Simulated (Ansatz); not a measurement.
Ge (diamond)

```yaml
crystal:
  lattice:
    - [0.00000, 2.83635, 2.83635]
    - [2.83635, 0.00000, 2.83635]
    - [2.83635, 2.83635, 0.00000]
  atoms:
    - { symbol: Ge, position: [0.50000, 0.50000, 0.50000] }
    - { symbol: Ge, position: [0.75000, 0.75000, 0.75000] }
```

Two-dimensional scan of atom 2 (Ge, nearest neighbour Ge at 2.456 Å; its periodic images, 4.0 Å or more away, move with it): u runs along (1.000, 0.000, 0.000), v along (0.000, 1.000, 0.000) (Cartesian). Cell and other atoms are fixed.

These are r2SCAN (plane waves to 500 eV, PAW, scalar-relativistic; Ansatz, an electronic-structure program) values and carry that method's errors. k mesh 8×8×8 (Γ-centred), Fermi-Dirac smearing 0.05 eV. E stands for the smeared free energy. As the smearing reaches across the gap at some points, energies and forces of such displacements shift with the k mesh and the smearing. Ge was relaxed with its symmetry unable to fall. The PAW data are Ansatz's earlier set. ΔE is measured from the undisplaced structure. Axes are in Å.

Problem. What ΔE (eV/cell) does the calculation give at all points of the grid u = -0.610, -0.407, -0.203, 0.000, 0.203, 0.407, 0.610 by v = -0.610, -0.407, -0.203, 0.000, 0.203, 0.407, 0.610?

Solution. ΔE (eV/cell), with u across and v down:

| v \ u | -0.610 | -0.407 | -0.203 | 0.000 | 0.203 | 0.407 | 0.610 |
|---|---|---|---|---|---|---|---|
| -0.610 | 4.336 | 2.962 | 2.062 | 1.745 | 2.062 | 2.962 | 4.336 |
| -0.407 | 2.962 | 1.869 | 1.127 | 0.862 | 1.127 | 1.869 | 2.962 |
| -0.203 | 2.062 | 1.127 | 0.470 | 0.232 | 0.470 | 1.127 | 2.062 |
| 0.000 | 1.745 | 0.862 | 0.232 | 0.000 | 0.232 | 0.862 | 1.745 |
| 0.203 | 2.062 | 1.127 | 0.470 | 0.232 | 0.470 | 1.127 | 2.062 |
| 0.407 | 2.962 | 1.869 | 1.127 | 0.862 | 1.127 | 1.869 | 2.962 |
| 0.610 | 4.336 | 2.962 | 2.062 | 1.745 | 2.062 | 2.962 | 4.336 |

(For displaced atoms, the force is minus the slope of the energy, and its curvature is a force constant, which sets phonon frequencies.)
